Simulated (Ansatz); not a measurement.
An Ansatz (a first-principles code) run. Input:

Ansatz 0.2 input:
```yaml
crystal:
  lattice:
    - [5.1275610712, 0.0, 0.0]
    - [0.0, 5.2115571479, 0.0]
    - [-0.883190219, 0.0, 5.221427425]
  atoms:
    - { symbol: Zr, position: [0.7228459769, 0.9567179924, 0.7905014463] }
    - { symbol: Zr, position: [0.2771540231, 0.0432820076, 0.2094985537] }
    - { symbol: Zr, position: [0.2771540231, 0.4567179924, 0.7094985537] }
    - { symbol: Zr, position: [0.7228459769, 0.5432820076, 0.2905014463] }
    - { symbol: O, position: [0.0700494161, 0.1634383276, 0.8412766314] }
    - { symbol: O, position: [0.9299505839, 0.8365616724, 0.1587233686] }
    - { symbol: O, position: [0.9299505839, 0.6634383276, 0.6587233686] }
    - { symbol: O, position: [0.0700494161, 0.3365616724, 0.3412766314] }
    - { symbol: O, position: [0.5513688701, 0.2577245923, 0.0205165799] }
    - { symbol: O, position: [0.4486311299, 0.7422754077, 0.9794834201] }
    - { symbol: O, position: [0.4486311299, 0.7577245923, 0.4794834201] }
    - { symbol: O, position: [0.5513688701, 0.2422754077, 0.5205165799] }
kpoints:
  mp_grid: { grid: [3, 3, 3] }
hamiltonian:
  xc: hse06
  pseudopotentials: { azcp: { folder: ./paw }, kind: paw }
scf:
  n_extra_bands: 12
  occupations: { method: fixed }
output:
  eigenvalues: true
  eigenstates:
    e_range: [-9.0, 13.4]
    kpoints:
      - [0.0, 0.0, 0.0]  # VBM
      - [0.5, 0.0, 0.0]  # CBM
      - [0.0, 0.0, 0.0]  # GAMMA
      - [0.0, 0.5, 0.0]  # Z
      - [0.0, 0.0, 0.5]  # B
      - [-0.5, 0.0, 0.0]  # Y_2
      - [-0.5, 0.5, 0.0]  # C_2
      - [0.0, 0.5, 0.5]  # D
      - [-0.5, 0.0, 0.5]  # A
      - [-0.5, 0.5, 0.5]  # E
```

Output (shortened):

```
Pseudopotential: Zr, paw, valence charge 12
Pseudopotential: O, paw, valence charge 6
Functional definition: HSE06
davidson cushion auto → on  (no smearing: the cushion is to keep the highest requested band from converging to the state above it …
Crystal: 12 atoms, lattice volume = 139.530 Å³
Basis set: ecut = 420 eV, 2735 PW (Γ)
Bands: 60, of which v1, the nominal top of the filled ones, is band 48 counted from 1 (47 counted from 0)
Symmetry: 4 space group operations
Space group: P21/c (ITA 14), of the structure as read, at distance tolerance 5.2e-5 Å
k-points: 10 of 27
SCF iter   1: F=—  HF=-21296.467079 eV  |F-HF|=—  |Δ(HF+E_count)|=         —  Δρ=5.62e-2  dr2=4.47e0  ethr=1.00e-1  ⟨swp⟩=3.4  Hψ=1775  notcnv=0
preconditioner: auto → none
SCF iter   2: F=—  HF=-21296.220830 eV  |F-HF|=—  |Δ(HF+E_count)|=   2.46e-1  Δρ=3.87e-2  dr2=1.15e0  ethr=4.65e-3  ⟨swp⟩=3.8  Hψ=1728  notcnv=0
SCF iter   3: F=—  HF=-21296.255438 eV  |F-HF|=—  |Δ(HF+E_count)|=   3.46e-2  Δρ=1.97e-2  dr2=6.20e-1  ethr=1.20e-3  ⟨swp⟩=3.0  Hψ=1689  notcnv=0
iter 4 solved again at ethr=2.18e-5 eV; its pass at ethr=6.46e-4 eV (dr2=2.10e-2 eV) is discarded
SCF iter   4: F=—  HF=-21296.191150 eV  |F-HF|=—  |Δ(HF+E_count)|=   6.43e-2  Δρ=4.81e-3  dr2=2.03e-2  ethr=2.18e-5  ⟨swp⟩=3.9  Hψ=3011  notcnv=0
SCF iter   5: F=—  HF=-21296.197500 eV  |F-HF|=—  |Δ(HF+E_count)|=   6.35e-3  Δρ=3.47e-3  dr2=1.57e-2  ethr=2.11e-5  ⟨swp⟩=3.1  Hψ=1701  notcnv=0
SCF iter   6: F=-21296.195400 eV  HF=-21296.195367 eV  |F-HF|=3.33e-5  |Δ(HF+E_count)|=   2.13e-3  Δρ=5.13e-4  dr2=1.86e-4  ethr=1.64e-5  ⟨swp⟩=3.0  Hψ=1468  notcnv=0
SCF 1 stopped early in 6 iterations: F = -21296.195400 eV  dr2 = 1.86e-4
Crystal: 12 atoms, lattice volume = 139.530 Å³
Exchange kernel: α = 0.2500, screened, ω = 0.2079 Å⁻¹, Wigner–Seitz truncation, v(0) = 1032.4260 eV·Å³, q-mesh 3×3×3, nearest image of the exchange supercell L …
Frozen-core exchange: fock
SCF iter   1: F=—  HF=-21304.943627 eV  |F-HF|=—  |Δ(HF+E_count)|=         —  Δρ=1.36e-2  dr2=4.11e-1  ethr=1.93e-6  ⟨swp⟩=7.0  Hψ=3065  notcnv=0
preconditioner: auto → none
SCF iter   2: F=—  HF=-21304.804996 eV  |F-HF|=—  |Δ(HF+E_count)|=   1.39e-1  Δρ=3.12e-3  dr2=1.59e-2  ethr=1.93e-6  ⟨swp⟩=5.0  Hψ=2743  notcnv=0
SCF iter   3: F=—  HF=-21304.861135 eV  |F-HF|=—  |Δ(HF+E_count)|=   5.61e-2  Δρ=2.12e-3  dr2=7.06e-3  ethr=1.93e-6  ⟨swp⟩=4.0  Hψ=2185  notcnv=0
SCF iter   4: F=—  HF=-21304.858895 eV  |F-HF|=—  |Δ(HF+E_count)|=   2.24e-3  Δρ=5.54e-4  dr2=3.34e-4  ethr=1.93e-6  ⟨swp⟩=3.9  Hψ=1764  notcnv=0
SCF iter   5: F=—  HF=-21304.859650 eV  |F-HF|=—  |Δ(HF+E_count)|=   7.55e-4  Δρ=4.55e-4  dr2=2.51e-4  ethr=3.03e-7  ⟨swp⟩=4.0  Hψ=1796  notcnv=0
SCF iter   6: F=-21304.859566 eV  HF=-21304.859593 eV  |F-HF|=2.78e-5  |Δ(HF+E_count)|=   5.67e-5  Δρ=1.47e-4  dr2=3.23e-5  ethr=2.59e-7  ⟨swp⟩=3.0  Hψ=1637  notcnv=0
SCF 2 stopped early in 6 iterations: F = -21304.859566 eV  dr2 = 3.23e-5
hybrid outer 1: dexx = +6.438e-2 eV, tail = 1.31e-4 eV
Crystal: 12 atoms, lattice volume = 139.530 Å³
Exchange kernel: α = 0.2500, screened, ω = 0.2079 Å⁻¹, Wigner–Seitz truncation, v(0) = 1032.4260 eV·Å³, q-mesh 3×3×3, nearest image of the exchange supercell L …
Frozen-core exchange: fock
SCF iter   1: F=—  HF=-21304.859097 eV  |F-HF|=—  |Δ(HF+E_count)|=         —  Δρ=5.80e-5  dr2=3.29e-6  ethr=6.82e-7  ⟨swp⟩=3.3  Hψ=1351  notcnv=0
preconditioner: auto → none
iter 2 solved again at ethr=1.88e-10 eV; its pass at ethr=2.91e-9 eV (dr2=1.81e-7 eV) is discarded
SCF iter   2: F=—  HF=-21304.859098 eV  |F-HF|=—  |Δ(HF+E_count)|=   8.82e-7  Δρ=2.03e-5  dr2=5.38e-7  ethr=1.88e-10  ⟨swp⟩=2.0  Hψ=3385  notcnv=0
SCF iter   3: F=—  HF=-21304.859102 eV  |F-HF|=—  |Δ(HF+E_count)|=   4.02e-6  Δρ=3.60e-5  dr2=1.72e-6  ethr=1.88e-10  ⟨swp⟩=5.6  Hψ=2277  notcnv=0
SCF iter   4: F=-21304.859101 eV  HF=-21304.859101 eV  |F-HF|=6.59e-8  |Δ(HF+E_count)|=   4.64e-7  Δρ=6.91e-6  dr2=7.95e-8  ethr=1.88e-10  ⟨swp⟩=4.0  Hψ=2063  notcnv=0
SCF 3 converged in 4 iterations: F = -21304.859101 eV  dr2 = 7.95e-8
hybrid outer 2: dexx = +4.030e-6 eV, tail = 1.83e-7 eV, Δε = 3.18e-3 eV (about 1.28e-4 eV left of the loop's levels)
NSCF: frozen V_eff on 10 k-points
hybrid SCF converged: 2 outer / 10 inner (+6 warm-up), last move |dexx| = 4.03e-6 eV, tail = 1.83e-7 eV
Stability not checked (fock_operator)
Free energy (F): -21304.859102 eV
Frozen-core exchange: fock
Harris-Foulkes:  -21304.859102 eV  (|F-HF|=6.59e-8)
Internal energy: -21304.859102 eV  (E = F + TS)
E sigma→0 (E₀):  -21304.859102 eV
Fermi energy:    9.554090 eV
--- Per-component energies (eV) ---
  E_band       = -546.100528
  E_kinetic    = 2631.707314
  E_local      = -4926.610505  (includes V_loc(G=0)·N_el)
  E_nonlocal   = 691.210752
  E_hartree    = 1720.723101
  E_xc         = -963.779958
  E_vxc        = -1173.548100  (∫ρ·V_xc dr)
  E_exx        = -283.717121  (= α·E_x^exact, valence–valence)
  E_paw        = -13117.350958  (= ΣΔE_a)
  E_vpaw       = -642.874596  (= ΣTr[D̂ρ^β])
  E_aug_tail   = 0.006065  (compensation charges beyond the density's cutoff)
  E_ewald      = -7055.258100
  E_core_change = -1.789691  (= ΣΔE_core)
  E_smearing   =  0.000000  (= −TS)
  E_closure    = 0.000000  (closes the sum)
  Σ components = -21304.859102   (vs F -21304.859102, Δ=-3.64e-12)
  [band-id]    e_kinetic+e_local+e_nonlocal+2·e_hartree+e_vxc+2·e_exx+e_vpaw+e_augmentation_tail = -546.097111   (vs E_band -546.100528, Δ=3.42e-3)
--- Band table (eV; the first three rows and the last of 10) ---
  k-point 0: bands = ["-40.7470", "-40.6736", "-40.6653", "-40.6630", "-18.1567", "-18.0944", "-18.0819", "-17.6581", "-17.5528", "-17.4796", "-17.4033", "-17.3693", "-17.3209", "-17.2796", "-17.2371", "-17.1378", "-9.7555", "-8.6991", "-8.5256", "-8.3846", …
  k-point 1: bands = ["-40.7278", "-40.6899", "-40.6657", "-40.6656", "-18.0462", "-17.9725", "-17.8986", "-17.7720", "-17.7343", "-17.4772", "-17.3915", "-17.3825", "-17.3427", "-17.3136", "-17.2682", "-17.2626", "-9.2777", "-8.5834", "-8.4939", "-8.4335", …
  k-point 2: bands = ["-40.7311", "-40.6971", "-40.6611", "-40.6596", "-18.0396", "-17.9973", "-17.9091", "-17.6913", "-17.6534", "-17.5309", "-17.4972", "-17.4371", "-17.3805", "-17.3370", "-17.2395", "-17.1618", "-9.2510", "-8.5749", "-8.4165", "-8.3028", …
  k-point 9: bands = ["-40.7134", "-40.6931", "-40.6730", "-40.6693", "-18.1130", "-18.0531", "-18.0056", "-17.8618", "-17.5923", "-17.4654", "-17.4050", "-17.3652", "-17.3165", "-17.2661", "-17.2293", "-17.1765", "-9.1262", "-8.7797", "-8.5857", "-8.4923", …
```

Cost: very roughly 2.4 core-minutes on shared cores.

The points marked VBM and CBM come from a semilocal run.

Space group P2_1/c. Symmetry was held in the PBEsol relaxation. No spin polarisation was allowed. Spin–orbit coupling is left out wherever it is not named.

Potentials: the earlier of the program's two PAW sets.

Ansatz is a plane-wave DFT program.
